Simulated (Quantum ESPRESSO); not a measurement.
ZnMgGaSe2SCl, finding a planted mistake in a log

Simulated, not a measurement. The program is pw.x of Quantum ESPRESSO 7.5 (plane-wave density functional theory). The cell is made up: 7 atoms on a wurtzite lattice with one site empty, with randomly drawn elements, strain and displacements, not relaxed. PseudoDojo standard norm-conserving files (v0.5 for PBE, v0.4.1 for LDA and PBEsol) set the functional; there is no spin polarisation, spin-orbit coupling or dispersion term, and the masses in the input are unused placeholders.

Intended input:

```
&control calculation='scf', pseudo_dir='./dojo.nc.sr.pbe.v0_5.standard.upf', outdir='./o', disk_io='medium', tprnfor=.true., tstress=.true. /
&system ibrav=0, nat=7, ntyp=6, nbnd=50, ecutwfc=85.99341389, nosym=.true., tot_charge=0,
 occupations='smearing', smearing='fd', degauss=0.0018374661
/
&electrons conv_thr=7.350e-09, electron_maxstep=60, /
ATOMIC_SPECIES
Cl 1.0 Cl.upf
Ga 1.0 Ga.upf
Mg 1.0 Mg.upf
S 1.0 S.upf
Se 1.0 Se.upf
Zn 1.0 Zn.upf
CELL_PARAMETERS angstrom
3.877 -0.0163 -0.0095
-0.0283 6.8009 -0.0753
-0.0155 -0.071 6.2693
ATOMIC_POSITIONS angstrom
Zn 0.0634 0.0884 -0.0187
Mg 1.9948 1.1128 3.075
Ga 0.0117 4.4855 2.9892
Se 0.0458 -0.0208 2.3547
Se 1.958 3.4005 2.3216
S 1.9774 1.0927 5.4107
Cl 0.0231 4.5054 5.3441
K_POINTS automatic
5 4 4 1 1 1
```

The log is shortened where brackets say so; the opening notice, blank lines, dates and the lines on written files are dropped, and the path of the files is cut. It prints rydbergs, bohrs and kilobars, and counts compression as positive stress. Where no state is partly filled, the Fermi energy that it prints is only some level between the filled and the empty states on the mesh, and need not lie in the true gap.

Log of the intended run:

```
     Program PWSCF v.7.5
     Parallel version (MPI & OpenMP), running on       1 processor cores
     Number of MPI processes:                 1
     Threads/MPI process:                     1
     [start-up lines left out]
     bravais-lattice index     =            0
     lattice parameter (alat)  =       7.3266  a.u.
     unit-cell volume          =    1115.3548 (a.u.)^3
     number of atoms/cell      =            7
     number of atomic types    =            6
     number of electrons       =        88.00
     number of Kohn-Sham states=           50
     kinetic-energy cutoff     =      85.9934  Ry
     charge density cutoff     =     343.9737  Ry
     scf convergence threshold =      7.3E-09
     mixing beta               =       0.7000
     number of iterations used =            8  plain     mixing
     Exchange-correlation= PBE
                           (   1   4   3   4   0   0   0)
     [axes and pseudopotential details left out]
   Cartesian axes
     site n.     atom                  positions (alat units)
         1        Zn     tau(   1) = (   0.0163527   0.0228009  -0.0048233  )
         2        Mg     tau(   2) = (   0.5145154   0.2870227   0.7931296  )
         3        Ga     tau(   3) = (   0.0030178   1.1569376   0.7709994  )
         4        Se     tau(   4) = (   0.0118131  -0.0053649   0.6073439  )
         5        Se     tau(   5) = (   0.5050237   0.8770853   0.5988064  )
         6        S      tau(   6) = (   0.5100275   0.2818383   1.3955728  )
         7        Cl     tau(   7) = (   0.0059581   1.1620703   1.3783948  )
     number of k points=    40  Fermi-Dirac smearing, width (Ry)=  0.0018
                       cart. coord. in units 2pi/alat
        k(    1) = (   0.1004982   0.0725457   0.0783723), wk =   0.0500000
        k(    2) = (   0.1008843   0.0742594   0.2329970), wk =   0.0500000
     [further k points left out]
     Dense  grid:   120145 G-vectors     FFT dimensions: (  45,  75,  72)
     Estimated max dynamical RAM per process >     178.33 MB
     Initial potential from superposition of free atoms
     starting charge      87.9962, renormalised to      88.0000
     Starting wfcs are   50 randomized atomic wfcs
     total cpu time spent up to now is       24.2 secs
     per-process dynamical memory:   103.4 Mb
     Self-consistent Calculation
     iteration #  1     ecut=    85.99 Ry     beta= 0.70
     Davidson diagonalization with overlap
     ethr =  1.00E-02,  avg # of iterations =  5.3
     Threshold (ethr) on eigenvalues was too large:
     Diagonalizing with lowered threshold
     Davidson diagonalization with overlap
     ethr =  4.33E-04,  avg # of iterations =  3.9
     total cpu time spent up to now is      155.8 secs
     total energy              =   -1229.82224210 Ry
     estimated scf accuracy    <       0.36940298 Ry
     iteration #  2     ecut=    85.99 Ry     beta= 0.70
     Davidson diagonalization with overlap
     ethr =  4.20E-04,  avg # of iterations =  4.6
     total cpu time spent up to now is      202.8 secs
     total energy              =   -1229.88630450 Ry
     estimated scf accuracy    <       0.29833727 Ry
     [iterations 3 to 8 left out]
     iteration #  9     ecut=    85.99 Ry     beta= 0.70
     Davidson diagonalization with overlap
     ethr =  5.15E-10,  avg # of iterations =  2.0
     total cpu time spent up to now is      646.0 secs
     total energy              =   -1229.96316660 Ry
     estimated scf accuracy    <       0.00000005 Ry
     iteration # 10     ecut=    85.99 Ry     beta= 0.70
     Davidson diagonalization with overlap
     ethr =  6.13E-11,  avg # of iterations =  3.4
     total cpu time spent up to now is      704.6 secs
     End of self-consistent calculation
     [lines on levels left out]
     the Fermi energy is     7.0617 ev
!    total energy              =   -1229.96316661 Ry
     estimated scf accuracy    <          4.0E-09 Ry
     smearing contrib. (-TS)   =      -0.00000000 Ry
     internal energy E=F+TS    =   -1229.96316661 Ry
     The total energy is F=E-TS. E is the sum of the following terms:
     one-electron contribution =    -961.62946972 Ry
     hartree contribution      =     500.09694178 Ry
     xc contribution           =    -215.08550419 Ry
     ewald contribution        =    -553.34513449 Ry
     convergence has been achieved in  10 iterations
     Forces acting on atoms (cartesian axes, Ry/au):
     atom    1 type  6   force =    -0.00191258    0.02070015   -0.05670807
     atom    2 type  3   force =    -0.00175456    0.00678850    0.05434222
     atom    3 type  2   force =     0.00664918    0.03349006    0.06319010
     atom    4 type  5   force =     0.00173986   -0.05210453   -0.02854133
     atom    5 type  5   force =    -0.00721320    0.00842626   -0.06318980
     atom    6 type  4   force =     0.00260142   -0.02103042    0.04485281
     atom    7 type  1   force =    -0.00011012    0.00372998   -0.01394593
     Total force =     0.148751     Total SCF correction =     0.000200
     Computing stress (Cartesian axis) and pressure
          total   stress  (Ry/bohr**3)                   (kbar)     P=       59.91
   0.00047507   0.00001746   0.00000608           69.89        2.57        0.89
   0.00001746   0.00045859   0.00008089            2.57       67.46       11.90
   0.00000608   0.00008089   0.00028817            0.89       11.90       42.39
     init_run     :     23.11s CPU     24.05s WALL (       1 calls)
     electrons    :    657.36s CPU    680.39s WALL (       1 calls)
     forces       :      6.86s CPU      6.95s WALL (       1 calls)
     stress       :     27.49s CPU     27.67s WALL (       1 calls)
     [timing details left out]
     PWSCF        :  11m55.30s CPU  12m19.92s WALL
     JOB DONE.
```

A second run was made from an input with one planted mistake. Its log:

```
     Program PWSCF v.7.5
     Parallel version (MPI & OpenMP), running on       1 processor cores
     Number of MPI processes:                 1
     Threads/MPI process:                     1
     [start-up lines left out]
     bravais-lattice index     =            0
     lattice parameter (alat)  =       7.3266  a.u.
     unit-cell volume          =    1115.3548 (a.u.)^3
     number of atoms/cell      =            7
     number of atomic types    =            6
     number of electrons       =        89.00
     number of Kohn-Sham states=           51
     kinetic-energy cutoff     =      85.9934  Ry
     charge density cutoff     =     343.9737  Ry
     scf convergence threshold =      7.3E-09
     mixing beta               =       0.7000
     number of iterations used =            8  plain     mixing
     Exchange-correlation= PBE
                           (   1   4   3   4   0   0   0)
     [axes and pseudopotential details left out]
   Cartesian axes
     site n.     atom                  positions (alat units)
         1        Zn     tau(   1) = (   0.0163527   0.0228009  -0.0048233  )
         2        Mg     tau(   2) = (   0.5145154   0.2870227   0.7931296  )
         3        Ga     tau(   3) = (   0.0030178   1.1569376   0.7709994  )
         4        Se     tau(   4) = (   0.0118131  -0.0053649   0.6073439  )
         5        Se     tau(   5) = (   0.5050237   0.8770853   0.5988064  )
         6        S      tau(   6) = (   0.5100275   0.2818383   1.3955728  )
         7        Cl     tau(   7) = (   0.0059581   1.1620703   1.3783948  )
     number of k points=    40  Fermi-Dirac smearing, width (Ry)=  0.0018
                       cart. coord. in units 2pi/alat
        k(    1) = (   0.1004982   0.0725457   0.0783723), wk =   0.0500000
        k(    2) = (   0.1008843   0.0742594   0.2329970), wk =   0.0500000
     [further k points left out]
     Dense  grid:   120145 G-vectors     FFT dimensions: (  45,  75,  72)
     Estimated max dynamical RAM per process >     179.50 MB
     Initial potential from superposition of free atoms
     starting charge      87.9962, renormalised to      89.0000
     Starting wfcs are   50 randomized atomic wfcs +    1 random wfcs
     total cpu time spent up to now is       24.3 secs
     per-process dynamical memory:   103.6 Mb
     Self-consistent Calculation
     iteration #  1     ecut=    85.99 Ry     beta= 0.70
     Davidson diagonalization with overlap
     ethr =  1.00E-02,  avg # of iterations =  5.7
     Threshold (ethr) on eigenvalues was too large:
     Diagonalizing with lowered threshold
     Davidson diagonalization with overlap
     ethr =  9.66E-04,  avg # of iterations =  1.4
     total cpu time spent up to now is      155.8 secs
     total energy              =   -1228.91327570 Ry
     estimated scf accuracy    <       0.87860798 Ry
     iteration #  2     ecut=    85.99 Ry     beta= 0.70
     Davidson diagonalization with overlap
     ethr =  9.87E-04,  avg # of iterations =  3.4
     total cpu time spent up to now is      222.7 secs
     total energy              =   -1229.10976361 Ry
     estimated scf accuracy    <       1.16958866 Ry
     [iterations 3 to 9 left out]
     iteration # 10     ecut=    85.99 Ry     beta= 0.70
     Davidson diagonalization with overlap
     ethr =  4.54E-10,  avg # of iterations =  2.9
     total cpu time spent up to now is      707.4 secs
     total energy              =   -1229.36278128 Ry
     estimated scf accuracy    <       0.00000002 Ry
     iteration # 11     ecut=    85.99 Ry     beta= 0.70
     Davidson diagonalization with overlap
     ethr =  2.68E-11,  avg # of iterations =  3.7
     total cpu time spent up to now is      781.0 secs
     End of self-consistent calculation
     [lines on levels left out]
     the Fermi energy is     8.7387 ev
!    total energy              =   -1229.36278129 Ry
     estimated scf accuracy    <          4.8E-09 Ry
     smearing contrib. (-TS)   =      -0.00057762 Ry
     internal energy E=F+TS    =   -1229.36220367 Ry
     The total energy is F=E-TS. E is the sum of the following terms:
     one-electron contribution =    -961.62551152 Ry
     hartree contribution      =     501.45090035 Ry
     xc contribution           =    -215.84245801 Ry
     ewald contribution        =    -553.34513449 Ry
     convergence has been achieved in  11 iterations
     Forces acting on atoms (cartesian axes, Ry/au):
     atom    1 type  6   force =    -0.00190740    0.01848418   -0.04015777
     atom    2 type  3   force =    -0.00119574    0.03010143    0.02967054
     atom    3 type  2   force =     0.00662550   -0.00281391    0.02341446
     atom    4 type  5   force =     0.00090792   -0.00256702   -0.03263438
     atom    5 type  5   force =    -0.00655662   -0.03039927   -0.05110400
     atom    6 type  4   force =     0.00235792   -0.02288091    0.03682547
     atom    7 type  1   force =    -0.00023158    0.01007551    0.03398569
     Total force =     0.110176     Total SCF correction =     0.000310
     Computing stress (Cartesian axis) and pressure
          total   stress  (Ry/bohr**3)                   (kbar)     P=      207.03
   0.00152505   0.00000998   0.00000647          224.34        1.47        0.95
   0.00000998   0.00144654   0.00003573            1.47      212.79        5.26
   0.00000647   0.00003573   0.00125041            0.95        5.26      183.94
     init_run     :     22.78s CPU     24.02s WALL (       1 calls)
     electrons    :    713.55s CPU    756.74s WALL (       1 calls)
     forces       :      8.60s CPU      8.72s WALL (       1 calls)
     stress       :     27.64s CPU     27.81s WALL (       1 calls)
     [timing details left out]
     PWSCF        :  12m53.06s CPU  13m38.20s WALL
     JOB DONE.
```

Question: what was wrong in the second input?

Answer: the cell has the wrong charge. The input lines that differ, file-writing options aside:

```
- &system ibrav=0, nat=7, ntyp=6, nbnd=50, ecutwfc=85.99341389, nosym=.true., tot_charge=0,
+ &system ibrav=0, nat=7, ntyp=6, nbnd=51, ecutwfc=85.99341389, nosym=.true., tot_charge=-1,
```

|  | intended run | run with the mistake |
| --- | --- | --- |
| free energy (eV) | -16734.501 | -16726.333 |
| smearing term -TS (eV) | 0.0000 | -0.0079 |
| pressure (GPa) | 5.99 | 20.70 |
| largest force component (eV/Å) | 1.625 | 1.314 |
| largest change of a force component (eV/Å) |  | 1.274 |
| iterations | 10 | 11 |

For scale, a rerun of the intended cell at 1467 eV and a 7 x 6 x 6 mesh moved values by no more than 0.007 eV in energy, 0.07 GPa in stress and 0.006 eV/Å in force. The charged cell sits in a uniform background, so its energy and stress rest on the program's zero of potential. The number of bands, nbnd, was set by rule from the electron count and the smearing, so it follows the mistake.